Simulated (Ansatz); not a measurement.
MgAlF$_{5}$:
```yaml
crystal:
  lattice:
    - [-1.75744, 3.06313, 3.67374]
    - [1.75744, -3.06313, 3.67374]
    - [1.75744, 3.06313, -3.67374]
  atoms:
    - { symbol: Mg, position: [0.00000, 0.00000, 0.00000] }
    - { symbol: Al, position: [0.50000, 0.50000, 0.00000] }
    - { symbol: F, position: [0.25755, 0.25755, 0.00000] }
    - { symbol: F, position: [0.74245, 0.74245, 0.00000] }
    - { symbol: F, position: [0.50000, 0.00000, 0.50000] }
    - { symbol: F, position: [0.20211, 0.50000, 0.70211] }
    - { symbol: F, position: [0.79789, 0.50000, 0.29789] }
```

Relaxed with r²SCAN. Independent-particle spectrum: no excitons, no local fields, no scissors shift; 0.1 eV broadening; ε₁ of the summed bands alone.

**Question.** Tabulate the dielectric function from the program Ansatz at the r²SCAN level (PAW).

**Answer.** 

| E (eV) | ε₁ xx | ε₂ xx | ε₁ yy | ε₂ yy | ε₁ zz | ε₂ zz |
|---|---|---|---|---|---|---|
| 0.0 | 1.73 | 0.00 | 1.71 | 0.00 | 1.69 | 0.00 |
| 0.4 | 1.73 | 0.00 | 1.71 | 0.00 | 1.69 | 0.00 |
| 0.8 | 1.73 | 0.00 | 1.71 | 0.00 | 1.69 | 0.00 |
| 1.2 | 1.74 | 0.00 | 1.71 | 0.00 | 1.70 | 0.00 |
| 1.6 | 1.74 | 0.00 | 1.71 | 0.00 | 1.70 | 0.00 |
| 2.0 | 1.74 | 0.00 | 1.72 | 0.00 | 1.70 | 0.00 |
| 2.4 | 1.75 | 0.00 | 1.72 | 0.00 | 1.71 | 0.00 |
| 2.8 | 1.76 | 0.00 | 1.73 | 0.00 | 1.71 | 0.00 |
| 3.2 | 1.76 | 0.00 | 1.74 | 0.00 | 1.72 | 0.00 |
| 3.6 | 1.77 | 0.00 | 1.75 | 0.00 | 1.73 | 0.00 |
| 4.0 | 1.79 | 0.00 | 1.76 | 0.00 | 1.74 | 0.00 |
| 4.4 | 1.80 | 0.00 | 1.77 | 0.00 | 1.75 | 0.00 |
| 4.8 | 1.81 | 0.00 | 1.79 | 0.00 | 1.76 | 0.00 |
| 5.2 | 1.83 | 0.00 | 1.80 | 0.00 | 1.78 | 0.00 |
| 5.6 | 1.85 | 0.00 | 1.83 | 0.00 | 1.80 | 0.00 |
| 6.0 | 1.88 | 0.00 | 1.85 | 0.00 | 1.82 | 0.00 |
| 6.4 | 1.90 | 0.00 | 1.88 | 0.00 | 1.84 | 0.00 |
| 6.8 | 1.94 | 0.00 | 1.91 | 0.00 | 1.87 | 0.00 |
| 7.2 | 1.98 | 0.00 | 1.96 | 0.00 | 1.91 | 0.00 |
| 7.6 | 2.03 | 0.00 | 2.01 | 0.00 | 1.95 | 0.00 |
| 8.0 | 2.11 | 0.00 | 2.10 | 0.00 | 2.01 | 0.00 |
| 8.4 | 2.27 | 0.03 | 2.31 | 0.08 | 2.10 | 0.00 |
| 8.8 | 2.31 | 0.23 | 2.27 | 0.29 | 2.30 | 0.12 |
| 9.2 | 2.29 | 0.31 | 2.23 | 0.37 | 2.25 | 0.31 |
| 9.6 | 2.29 | 0.36 | 2.24 | 0.48 | 2.22 | 0.40 |
| 10.0 | 2.36 | 0.50 | 2.17 | 0.55 | 2.18 | 0.48 |
| 10.4 | 2.31 | 0.60 | 2.13 | 0.61 | 2.14 | 0.54 |
| 10.8 | 2.26 | 0.70 | 2.08 | 0.63 | 2.09 | 0.56 |
| 11.2 | 2.18 | 0.76 | 2.05 | 0.66 | 2.08 | 0.59 |
| 11.6 | 2.15 | 0.75 | 2.04 | 0.69 | 2.06 | 0.64 |
| 12.0 | 2.21 | 0.81 | 2.02 | 0.75 | 2.04 | 0.70 |

With all bands, ε∞ without local fields is 1.94 (xx), 1.92 (yy), 1.90 (zz).

Space group Immm. The workflow started from an entry of the Crystallography Open Database (COD). Whether it is the stable phase at ambient conditions was not checked. Symmetry was held in the r²SCAN relaxation; whether a distortion lowers the energy is not shown.

Potentials: the later of the program's two PAW sets.
